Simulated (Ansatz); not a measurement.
ScAl3 (Cu3Au type)

```yaml
crystal:
  lattice:
    - [4.10545, 0.00000, 0.00000]
    - [0.00000, 4.10545, 0.00000]
    - [0.00000, 0.00000, 4.10545]
  atoms:
    - { symbol: Al, position: [0.00000, 0.50000, 0.50000] }
    - { symbol: Al, position: [0.50000, 0.50000, 0.00000] }
    - { symbol: Al, position: [0.50000, 0.00000, 0.50000] }
    - { symbol: Sc, position: [0.00000, 0.00000, 0.00000] }
```

In this cell atom 2 (Al, nearest neighbour Sc at 2.903 Å; its periodic images, 4.1 Å or more away, move with it) is moved by u·(1.000, 0.000, 0.000) + v·(0.000, 1.000, 0.000); the rest is frozen.

Computed with PBE (plane waves to 420 eV, PAW, scalar-relativistic; Ansatz, an electronic-structure program). k mesh 9×9×9 (Γ-centred), Fermi-Dirac smearing 0.05 eV. E stands for the smeared free energy. Points where atoms come too close for the PAW data are left out (x in tables, blank in figures). With partly filled bands, energies and forces of such displacements shift with the k mesh and the smearing. ScAl3 is run without spin polarisation. ScAl3 was relaxed with its symmetry unable to fall. The PAW data are Ansatz's earlier set. The last digit holds for this mesh only.

Changes of ΔE (meV/cell) from the point u = 0.000 Å, v = 0.000 Å when one coordinate moves alone (two changes are said to add if the coupling is within 5 % of the smaller one, nearly so within 20 %):

| point | change |
|---|---|
| u = 0.000 Å, v = -0.730 Å | 1735.7 |
| u = 0.000 Å, v = -0.487 Å | 751.7 |
| u = 0.000 Å, v = -0.243 Å | 183.5 |
| u = -0.730 Å, v = 0.000 Å | 1735.7 |
| u = -0.487 Å, v = 0.000 Å | 751.7 |
| u = -0.243 Å, v = 0.000 Å | 183.5 |
| u = 0.243 Å, v = 0.000 Å | 183.5 |
| u = 0.487 Å, v = 0.000 Å | 751.7 |
| u = 0.730 Å, v = 0.000 Å | 1735.7 |
| u = 0.000 Å, v = 0.243 Å | 183.5 |
| u = 0.000 Å, v = 0.487 Å | 751.7 |
| u = 0.000 Å, v = 0.730 Å | 1735.7 |

Question: Do the two effects add at u = -0.243 Å, v = 0.730 Å? Give the computed change.

Answer: The sum of the single changes is 183.5 + (1735.7) = 1919.2; the calculation gives 2098.3, so the coupling contributes 179.1 (over 20 % of the smaller single change, not additive).

Question: What is the change at u = 0.243 Å, v = 0.243 Å, where both move, and how far is it from the sum?

Answer: The sum of the single changes is 183.5 + (183.5) = 367.0; the calculation gives 385.1, so the coupling contributes 18.1 (under 20 % of the smaller single change, nearly additive).

Question: Do the two effects add at u = -0.487 Å, v = -0.243 Å? Give the computed change.

Answer: The sum of the single changes is 751.7 + (183.5) = 935.2; the calculation gives 1011.9, so the coupling contributes 76.7 (over 20 % of the smaller single change, not additive).

(For displaced atoms, the force is minus the slope of the energy, and its curvature is a force constant, which sets phonon frequencies.)
